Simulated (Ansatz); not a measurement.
GaAs: computed property card

GaAs:
```
CELL_PARAMETERS angstrom
      0.00000     2.69657     2.69657
      2.69657     0.00000     2.69657
      2.69657     2.69657     0.00000
ATOMIC_POSITIONS crystal
  As 0.00000 0.00000 0.00000
  Ga 0.50000 0.50000 0.50000
```

Space group Fm-3m (No. 225), rock salt; conventional cell a = b = c = 5.3931 Å, α = β = γ = 90.00°.

Method: PBE in the plane-wave PAW code Ansatz. Geometry: relaxed at this level of theory. Other levels are named where they apply.

Cell and energy:

```yaml
volume_per_atom: 19.61 Å³
density: 6.12 g/cm³
Formation energy from the elements (no fitted shifts): -0.023 eV/atom
```

Electronic structure:

```yaml
electronic_character: metallic (no gap)
Density of states at the Fermi level: 0.56 states/eV per atom (mean over ±0.08 eV)
Gap with spin–orbit coupling: none (metallic)
```

Mechanics:

```yaml
Bulk modulus (Birch–Murnaghan fit): 70.2 GPa
Pressure derivative B′: 4.7
```

The start of the workflow was typed in or built on a structure type; neither database checked (COD, Materials Project) lists it. It is not the phase usual at ambient conditions (space group No. 216). The PBE relaxation kept the symmetry of its start; whether a distortion lowers the energy is not shown. The volume moved by 18 % from the start of the relaxation. The references are the lowest solids computed at this level, not always the standard phases. Spin–orbit coupling is left out wherever it is not named.

Potentials: the later of the program's two PAW sets.
